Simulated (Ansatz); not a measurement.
Clean, relaxed (001) surface of Co, space group P6_3/mmc (No. 194) (top face towards +c; atoms held fixed, by place in the list: 1):

```
CELL_PARAMETERS angstrom
2.45642 0.00000 0.00000
-1.22821 2.12732 0.00000
0.00000 0.00000 20.96941
ATOMIC_POSITIONS crystal
Co 0.33333 0.66667 0.40535
Co 0.66667 0.33333 0.49855
Co 0.33333 0.66667 0.59174
```

The calculation used Ansatz, DFT PBEsol, scalar-relativistic, plane waves, PAW. Plane waves to 420 eV, a k mesh through Γ of 12×12×1 on the computed 3-atom cell and Gaussian smearing (0.10 eV); collinear spin from starting moments 1.8 1.8 1.8 μB. The cell repeats along c with a dipole correction in the vacuum.

F (atom) is adsorbed on the top face, one adsorbate per 5.2 Å², and relaxed from 3 starting sites (fractions of a and b). E_ads counts from the clean slab and the free adsorbate (spin-polarised where it has unpaired electrons); negative means bound. Heights count from the highest slab atom after relaxation. Δφ is the top face's. Δp counts per cell along +c. Bonded neighbours lie within 1.25 times the sum of covalent radii (1.35 for H) and, on that scale, within 12 % of the closest. With the adsorbate the cell is lengthened along c to keep the vacuum.

```
                            start ends at E_ads (eV) height (Å) shortest contact  Δφ (eV)  Δp (e·Å)
         top (Co) at (0.33, 0.67) (0.33, 0.67), 1 bonded neighbour (Co)       -3.35        1.71       F–Co 1.71 Å    +3.80    -0.111
hollow (Co-Co-Co) at (0.00, 0.00) (0.00, 0.00), 3 bonded neighbours (Co)       -3.95        1.37       F–Co 1.97 Å    +2.08    -0.061
   bridge (Co-Co) at (0.83, 0.67) (0.67, 0.33), 3 bonded neighbours (Co)       -3.98        1.37       F–Co 1.97 Å    +1.98    -0.057
```

Among the sites tried, the lowest end comes from the bridge (Co-Co) at (0.83, 0.67) start; other sites may lie lower.

Each end is the local minimum or symmetric point that its start leads to. The slab is only 4.0 Å thick, so the energies aren't converged with thickness.

Semilocal functionals without U can misjudge the magnetic state of such a slab.